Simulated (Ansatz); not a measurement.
Input file for Ansatz (an electronic-structure program):

Ansatz 0.2 input:
```yaml
crystal:
  lattice:
    - [5.4892869316, 0.0, 0.0]
    - [0.0, 5.4892869316, 0.0]
    - [0.0, 0.0, 5.4892869316]
  atoms:
    - { symbol: Pb, position: [0.0, 0.0, 0.0] }
    - { symbol: Ba, position: [0.0, 0.5, 0.5] }
    - { symbol: Ba, position: [0.5, 0.0, 0.5] }
    - { symbol: Ba, position: [0.5, 0.5, 0.0] }
    - { symbol: O, position: [0.5, 0.5, 0.5] }
kpoints:
  mp_grid: { grid: [8, 8, 8] }
hamiltonian:
  xc: r2scan
  pseudopotentials: { kind: paw }
scf:
  occupations: { method: gaussian, width: 0.05 }
checkpoint: { read: metal.run }
output: { write_density: true, elf: true, volumetric_format: npy }
basis: { fft_grid_basis: typed }
```

Output (shortened):

```
Pseudopotential: Pb, paw, valence charge 14
Pseudopotential: Ba, paw, valence charge 10
Pseudopotential: O, paw, valence charge 6
Functional definition: r2SCAN
Crystal: 5 atoms, lattice volume = 165.405 Å³
Basis set: ecut = 500 eV, 4169 PW (Γ), exchange–correlation on 180×180×180 points (64 copies of the dense FFT grid, shifted against one another)
Bands: 35, of which v1, the nominal top of the filled ones, is band 25 counted from 1 (24 counted from 0)
Symmetry: 48 space group operations
Space group: Pm-3m (ITA 221), of the structure as read, at distance tolerance 5.5e-5 Å
k-points: 35 of 512
Stability of the state it starts from, as read at its close in the unpolarized treatment …
iter 1 solved again at ethr=2.17e-7 eV; its pass at ethr=3.10e-3 eV (dr2=1.08e-4 eV) is discarded
SCF iter   1: F=—  HF=-30388.245123 eV  |F-HF|=—  |Δ(HF+E_count)|=         —  Δρ=1.86e-7  dr2=5.21e-11  dr2_τ=9.19e-12  ethr=2.17e-7  ⟨swp⟩=3.1  Hψ=11292  notcnv=0
preconditioner: auto → Resta (q_TF=auto, 2.235 Å⁻¹)
SCF iter   2: F=—  HF=-30388.245086 eV  |F-HF|=—  |Δ(HF+E_count)|=   3.62e-5  Δρ=1.29e-7  dr2=4.18e-11  dr2_τ=5.17e-12  ethr=1.00e-12  ⟨swp⟩=8.8  Hψ=6328  notcnv=0
SCF iter   3: F=-30388.245086 eV  HF=-30388.245086 eV  |F-HF|=3.64e-12  |Δ(HF+E_count)|=  3.64e-12  Δρ=8.39e-8  dr2=1.73e-11  dr2_τ=1.21e-12  ethr=1.00e-12  ⟨swp⟩=1.0  Hψ=2590  notcnv=0
SCF 1 converged in 3 iterations: F = -30388.245086 eV  dr2 = 1.73e-11
SCF converged after 3 iterations
Free energy (F): -30388.245086 eV
Harris-Foulkes:  -30388.245086 eV  (|F-HF|=3.64e-12)
Internal energy: -30388.244877 eV  (E = F + TS)
E sigma→0 (E₀):  -30388.244982 eV
Entropy (-TS):   -0.000209 eV (-0.042 meV/atom)
Fermi energy:    9.542268 eV
--- Per-component energies (eV) ---
  E_band       = -206.790834
  E_kinetic    = 974.382726
  E_local      = -2444.104633  (includes V_loc(G=0)·N_el)
  E_nonlocal   = 564.931175
  E_hartree    = 923.787007
  E_xc         = -753.200380
  E_vxc        = -694.512340  (∫ρ·V_xc dr)
  E_paw        = -26353.154918  (= ΣΔE_a)
  E_vpaw       = -494.410272  (= ΣTr[D̂ρ^β])
  E_aug_tail   = 0.001049  (compensation charges beyond the density's cutoff)
  E_vtau       = 39.347336  (kinetic-family band-sum trace: ∫τ·v_τ [+ j·A + Jᵃ·Aᵃ] dr)
  E_ewald      = -3302.031713
  E_core_change = 1.144809  (= ΣΔE_core)
  E_smearing   = -0.000209  (= −TS)
  E_closure    =  0.000000  (closes the sum)
  Σ components = -30388.245086   (vs F -30388.245086, Δ=0.00e0)
  [band-id]    e_kinetic+e_local+e_nonlocal+2·e_hartree+e_vxc+e_vpaw+e_augmentation_tail+e_vtau = -206.790944   (vs E_band -206.790834, Δ=-1.11e-4)
--- Band table (eV; the first three rows and the last of 35) ---
  k-point 0: bands = ["-20.1188", "-19.8658", "-19.8658", "-9.5842", "-6.8589", "-6.8589", "-6.8589", "-6.8481", "-6.8481", "-5.4439", "-5.4439", "-5.4439", "-4.7178", "-4.7178", "-4.7178", "-4.3957", "-4.3957", "-4.3957", "1.2931", "6.3629", "6.3629", …
  k-point 1: bands = ["-20.1102", "-19.8739", "-19.8656", "-9.6160", "-6.8614", "-6.8614", "-6.8589", "-6.8497", "-6.8475", "-5.4207", "-5.4207", "-5.3756", "-4.7255", "-4.7255", "-4.7207", "-4.4122", "-4.4122", "-4.4026", "1.3498", "6.1682", "6.3480", …
  k-point 2: bands = ["-20.0864", "-19.8964", "-19.8653", "-9.6893", "-6.8672", "-6.8672", "-6.8589", "-6.8537", "-6.8461", "-5.3580", "-5.3580", "-5.2172", "-4.7540", "-4.7540", "-4.7276", "-4.4489", "-4.4489", "-4.4119", "1.4913", "5.7318", "6.3146", …
  k-point 34: bands = ["-19.9428", "-19.9428", "-19.9428", "-10.1933", "-6.8582", "-6.8582", "-6.8582", "-6.8425", "-6.8425", "-5.3038", "-5.3038", "-5.3038", "-4.4639", "-4.3801", "-4.3801", "-4.3801", "-4.3444", "-4.3444", "1.4822", "4.8711", "4.8711", …
```

Cost: roughly 21 core-seconds on shared cores.

The workflow started from an entry of the Crystallography Open Database (COD). Its standing as an ambient phase is unchecked. The cell was relaxed with r²SCAN under the symmetry of its start; whether a distortion lowers the energy is not shown. A small band overlap can be real or an error of a semilocal functional. Spin–orbit coupling is left out wherever it is not named.

Potentials: the later of the program's two PAW sets.

Ansatz is a plane-wave DFT program.
